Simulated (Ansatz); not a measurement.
**YbCuSi: input and output**

input.yaml (Ansatz 0.2.0)

```yaml
crystal:
  lattice:
    - [4.1920743, 0.0, 0.0]
    - [-2.09603715, 3.63043784, 0.0]
    - [0.0, 0.0, 7.25746519]
  atoms:
    - { symbol: Yb, position: [0.0, 0.0, 0.0] }
    - { symbol: Yb, position: [0.0, 0.0, 0.5] }
    - { symbol: Cu, position: [0.3333, 0.6667, 0.25] }
    - { symbol: Cu, position: [0.6666, 0.3333, 0.75] }
    - { symbol: Si, position: [0.3333, 0.6667, 0.75] }
    - { symbol: Si, position: [0.6666, 0.3333, 0.25] }
kpoints:
  mp_grid: { grid: [7, 7, 4], shift: [0, 0, 0] }
  band_path:
    path:
      - [0.0, 0.0, 0.0]
      - [0.50000026, -3.4e-07, 0.0]
      - [0.33333351, 0.33333282, 0.0]
      - [0.0, 0.0, 0.0]
      - [0.0, 0.0, 0.5]
      - [0.50000026, -3.4e-07, 0.5]
      - [0.33333351, 0.33333282, 0.5]
      - [0.0, 0.0, 0.5]
      - [0.50000026, -3.4e-07, 0.5]
      - [0.50000026, -3.4e-07, 0.0]
      - [0.33333351, 0.33333282, 0.5]
    npoints: 6
magnetization:
  spin_polarized: false
scf:
  occupations: { method: fermi_dirac, width: 0.029 }
  lower_state_search: "off"
  max_iter: 200
hamiltonian:
  pseudopotentials: { kind: paw }
  xc: r2scan
basis:
  ecutwfc: 500
  fft_grid_basis: typed
output:
  forces: true
  stress: true
  eigenvalues: true
  bader: true
  populations: true
  elf: true
  write_potential: true
  volumetric_format: npy
  dos:
    e_range: [-12, 8]
    de: 0.05
    projected: { site_lists: { Cu: [Cu], Si: [Si], Yb: [Yb] } }
checkpoint:
  read: saved_state
```

The saved state is an earlier solution for the same cell, perhaps on another mesh. 

Excerpt of what it printed:

```
SCF iter   1: F=-42155.6013 eV  Δρ=1.73e-3  dr2=3.48e-3  dr2_τ=1.46e-3
SCF iter   2: F=-42155.5840 eV  Δρ=3.82e-3  dr2=1.48e-2  dr2_τ=3.50e-5  recentre
SCF iter   3: F=-42155.5883 eV  Δρ=3.38e-3  dr2=1.26e-2  dr2_τ=6.10e-5
SCF iter   4: F=-42155.6033 eV  Δρ=8.56e-4  dr2=1.08e-3  dr2_τ=2.71e-5
SCF iter   5: F=-42155.6035 eV  Δρ=5.21e-4  dr2=4.67e-4  dr2_τ=7.78e-6
SCF iter   6: F=-42155.6035 eV  Δρ=3.00e-4  dr2=7.47e-5  dr2_τ=3.65e-6
SCF iter   7: F=-42155.6036 eV  Δρ=1.56e-4  dr2=2.60e-5  dr2_τ=9.52e-7
SCF iter   8: F=-42155.6035 eV  Δρ=3.16e-4  dr2=1.07e-4  dr2_τ=1.59e-7  recentre
SCF iter   9: F=-42155.6036 eV  Δρ=9.23e-5  dr2=9.65e-6  dr2_τ=4.54e-8
SCF iter  10: F=-42155.6036 eV  Δρ=1.16e-5  dr2=1.40e-7  dr2_τ=2.07e-9
SCF iter  11: F=-42155.6036 eV  Δρ=3.32e-5  dr2=1.07e-6  dr2_τ=3.64e-9
SCF iter  12: F=-42155.6036 eV  Δρ=4.67e-6  dr2=2.25e-8  dr2_τ=4.99e-10
Free energy (F): -42155.6036 eV
Harris-Foulkes:  -42155.6036 eV  (|F-HF|=8.96e-9)
Internal energy: -42155.5805 eV  (E = F + TS)
E sigma→0 (E₀):  -42155.5920 eV
Entropy (-TS):   -0.0231 eV (-3.854 meV/atom)
Fermi energy:    12.7536 eV
--- Per-component energies (eV) ---
  E_band       = -774.3689
  E_kinetic    = 1403.0317
  E_local      = -21987.3293  (includes V_loc(G=0)·N_el)
  E_nonlocal   = 1895.4339
  E_hartree    = 9696.6225
  E_xc         = -599.4059
  E_vxc        = -817.8229  (∫ρ·V_xc dr)
  E_paw        = -19100.8180  (= ΣΔE_a)
  E_vpaw       = -711.8087  (= ΣTr[D̂ρ^β])
  E_aug_tail   = 0.0003  (compensation charges beyond the density's cutoff)
  E_vtau       = 50.8989  (kinetic-family band-sum trace: ∫τ·v_τ [+ j·A + Jᵃ·Aᵃ] dr)
  E_ewald      = -13464.0589
  E_core_change = 0.9433  (= ΣΔE_core)
  E_smearing   = -0.0231  (= −TS)
--- Forces (eV/Å), atoms counted from 1 ---
  atom   1  Yb    -0.0010     0.0000     0.0000
  atom   2  Yb    -0.0010     0.0000     0.0000
  atom   3  Cu     0.0004    -0.0013     0.0000
  atom   4  Cu     0.0004     0.0013     0.0000
  atom   5  Si     0.0007    -0.0015     0.0000
  atom   6  Si     0.0007     0.0015     0.0000
--- Stress (GPa, compression-positive) ---
       -2.8995       0.0000       0.0000
        0.0000      -2.8970       0.0000
        0.0000       0.0000       0.8273
  P = ⅓ Tr σ = -1.6564 GPa (-16.564 kbar)
--- Löwdin populations: 6 sites ---
  site symbol       q [e]
     0     Yb     24.1724
     1     Yb     24.1724
     2     Cu     18.2724
     3     Cu     18.2724
     4     Si      4.3888
     5     Si      4.3888
  spilling = 0.0035 (of n_electrons = 94.0000)
```

Origin: a database entry at a rescaled volume. Caveats: no spin polarisation, so a magnetic state may lie lower; f levels without a U or exact exchange are poorly placed.
